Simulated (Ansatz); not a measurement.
Task: Name crystals whose computed values (plane-wave PAW PBEsol (Ansatz code)) fall in these windows: Θ_D (K) 110 to 160; B₀ by P(V) fit (GPa) 38 to 49; G_Hill (GPa) 13 to 16.

Result: 

| crystal | Θ_D (K) | B₀ by P(V) fit (GPa) | G_Hill (GPa) |
|---|---|---|---|
| HgTe, zinc blende | 138 | 42.1 | 14.3 |
Others may fit too.

The cell was relaxed under the symmetry of its start. Spin–orbit coupling is left out wherever it is not named.

Potentials: the later of the program's two PAW sets.
